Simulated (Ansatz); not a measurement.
**Sc, first-principles data**

Sc:
```cif
data_Sc4
_chemical_formula_sum 'Sc4'
_space_group_name_H-M_alt 'P63/mmc'
_space_group_IT_number 194
_space_group_name_Hall '-P 6c 2c'
_cell_length_a 3.29068
_cell_length_b 3.29068
_cell_length_c 10.50270
_cell_angle_alpha 90.000
_cell_angle_beta 90.000
_cell_angle_gamma 120.000
loop_
_atom_site_label
_atom_site_type_symbol
_atom_site_symmetry_multiplicity
_atom_site_Wyckoff_symbol
_atom_site_fract_x
_atom_site_fract_y
_atom_site_fract_z
_atom_site_occupancy
Sc1 Sc 2 a 0.00000 0.00000 0.00000 1
Sc2 Sc 2 c 0.33333 0.66667 0.25000 1
```

Space group P6_3/mmc (No. 194), dhcp (α-La type); conventional cell a = b = 3.2907 Å, c = 10.5027 Å, α = β = 90.00°, γ = 120.00°.

Method: PBE in the plane-wave PAW code Ansatz. The cell and atoms are relaxed at this level. Other levels are named where they apply.

**Cell and energy**

Volume per atom: 24.62 Å³
Density: 3.03 g/cm³

**Electronic structure**

* **Electronic character**: metallic (no gap)
* **Density of states at the Fermi level**: 2.1 states/eV per atom (mean over ±0.08 eV)

**Mechanics**

- Bulk modulus (Birch–Murnaghan fit) = 52.2 GPa
- Pressure derivative B′ = 3.1

The start of the workflow was typed in or built on a structure type. Its sites differ from those of the usual phase in this space group: another stacking or structure type. Symmetry was held in the PBE relaxation; its stability against distortions is not shown here. The run is not spin-polarised. Axis ratios of metals converge slowly with the k-mesh, so a and c are less sure than the volume.

Potentials: the earlier of the program's two PAW sets.
